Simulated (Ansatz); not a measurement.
Space group I4/mcm (No. 140). a = 8.167 Å, b = 8.167 Å, c = 6.497 Å, α = 90.00°, β = 90.00°, γ = 90.00°
| atom | site | symmetry | x | y | z |
| --- | --- | --- | --- | --- | --- |
| La | 8h | m.2m | 0.1515 | 0.6515 | 0.0000 |
| Sn | 4a | 422 | 0.0000 | 0.0000 | 0.7500 |
| O | 4b | -42m | 0.0000 | 0.5000 | 0.2500 |

Equation of state of this La₂SnO structure (not necessarily the ground state), with shape and atoms relaxed at each volume where symmetry leaves them free. It has no gap at any of these volumes. Level of theory: DFT PBE, scalar-relativistic, plane waves, PAW in Ansatz 0.2.0.

Settings: cutoff 420 eV, Γ-centred mesh 6×6×6 on the computed 8-atom cell, Gaussian smearing of 0.10 eV; no spin polarisation.

```
V (Å³/atom)  E − E(largest V) (meV/atom)  P (GPa)
     23.833                        42.46     9.12
     24.646                         3.50     6.29
     25.458                       -22.13     3.85
     26.271                       -36.27     1.74
     27.083                       -40.54    -0.02
     27.896                       -36.31    -1.59
     28.708                       -24.81    -2.90
     29.792                         0.00    -4.33
```

Q: Fit a third-order Birch–Murnaghan equation, E = E0 + (9V0B0/16)·[(x − 1)³B0' + (x − 1)²(6 − 4x)] with x = (V0/V)^(2/3), to E(V).

A: V0 = 27.07 Å³/atom, B0 = 56 GPa, B0' = 4.0.

Spin-orbit coupling is left out, which matters for the bands of heavy elements.

The cell was found from a structure generator's guess, not taken from experiment.
